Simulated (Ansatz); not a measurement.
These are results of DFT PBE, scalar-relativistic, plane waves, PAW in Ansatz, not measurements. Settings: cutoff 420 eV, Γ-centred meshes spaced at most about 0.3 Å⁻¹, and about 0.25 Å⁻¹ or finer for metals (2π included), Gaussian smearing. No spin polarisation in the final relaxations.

Temperature and zero-point effects are left out. All come from trial cells, and lower structures may exist.

Problem. These unrelaxed guesses for ZrTiN are each relaxed within their symmetry. Order them by the energy at which they end, lowest first.
A.

```
Zr Ti N
1.0
     4.01418    0.00000    0.00000
    -2.00709    3.47638    0.00000
     0.00000    0.00000    6.10984
Zr Ti N
2 2 2
Direct
  0.00000 0.00000 0.50000
  0.00000 0.00000 0.00000
  0.66667 0.33333 0.25000
  0.33333 0.66667 0.75000
  0.66667 0.33333 0.75000
  0.33333 0.66667 0.25000
```

B.

```
Zr Ti N
1.0
     3.29121    0.00000    0.00000
     0.00000    3.29121    0.00000
     0.00000    0.00000    6.96777
Zr Ti N
2 2 2
Cartesian
  0.0000 1.6456 4.5311
  1.6456 0.0000 2.4366
  0.0000 1.6456 0.5846
  1.6456 0.0000 6.3832
  0.0000 1.6456 2.2994
  1.6456 0.0000 4.6684
```

C.

```
Zr Ti N
1.0
     3.33598    0.00000    0.00000
     0.00000    3.37069    0.00000
     0.00000    0.00000    3.44102
Zr Ti N
1 1 1
Direct
  0.00000 0.00000 0.00000
  0.50000 0.50000 0.50000
  0.50000 0.50000 0.00000
```

Solution. C (ends in P4/mmm, 0 meV/atom), B (ends in P4/nmm, 33 meV/atom), A (ends in P6_3/mmc, 0.86 eV/atom).

Cells relaxed within their symmetry can be saddle points. Some structure types and database cells were kept out of the candidates from the start, so a known form may be missing.
